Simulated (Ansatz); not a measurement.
# Structure search: one Li3SeF candidate

Level of theory: Ansatz, DFT PBE, scalar-relativistic, plane waves, PAW. Cutoff 420 eV, Gaussian smearing, Γ-centred meshes. Cell and atoms relax first on a coarse mesh and then on a converged one. In between, the cell is made exact in the group found at 0.06 Å. The steps can't lower the symmetry of their start. No spin polarisation.

A trial structure of Li3SeF was built thus: Pr3InN type (Pm-3m) distorted into a subgroup (P4mm, No. 99) (cell multiple 1; largest shift (Å) 0.42). The dimensions are guesses.

```
Li Se F
1.0
     4.28121    0.00000    0.00000
     0.00000    4.28121    0.00000
     0.00000    0.00000    4.20205
Li Se F
3 1 1
Direct
  0.50000 0.00000 0.43692
  0.50000 0.50000 0.00736
  0.00000 0.50000 0.43692
  0.00000 0.00000 0.09871
  0.50000 0.50000 0.52009
```

Energies over the elements count from the elements' standard structures at the same level (F₂ as a molecule), with no fitted energy shifts.

Task: Describe the relaxed structure.

Result: The symmetry goes from P4mm (No. 99) to Pm-3m (No. 221). The end has the antiperovskite type. The volume per atom shrinks by 17.1 %, from 15.4 to 12.8 Å³. The shortest distance goes from 2.05 Å (Li–F) to 2.00 Å (Li–F). The energy falls by about 0.09 eV/atom (the start's value is from the coarse mesh). Conventional cell: a = 3.996 Å. Li has 2 F at 2.00 Å, 4 Se at 2.83 Å and 8 Li at 2.83 Å; Se is surrounded by 12 Li at 2.83 Å; around F lie 6 Li at 2.00 Å.

Space group Pm-3m (No. 221). a = 3.996 Å, b = 3.996 Å, c = 3.996 Å, α = 90.00°, β = 90.00°, γ = 90.00°
```tsv
atom	site	symmetry	x	y	z
Li	3c	4/mm.m	0.5000	0.0000	0.5000
Se	1a	m-3m	0.0000	0.0000	0.0000
F	1b	m-3m	0.5000	0.5000	0.5000
```

Task: Give its energy and gap.

Result:

| Item | Value |
| --- | --- |
| Formation energy | −1.886 eV/atom |
| Gap on the 6×6×6 mesh of the 5-atom cell | 3.74 eV |

Whether it is stable depends on the other phases of the system, which aren't compared here.

The last run used Gaussian smearing of 0.02 eV. Kohn–Sham gaps at this level usually fall short of measured ones. The reference form of Se is held partly by dispersion forces, which this level lacks. A later test with randomly moved atoms came back to the same energy, though modes that don't fit the test's cell weren't probed. In all, the 3 runs took 17 s on 1 thread of AMD EPYC 9R14 (Zen 4), on a shared host.
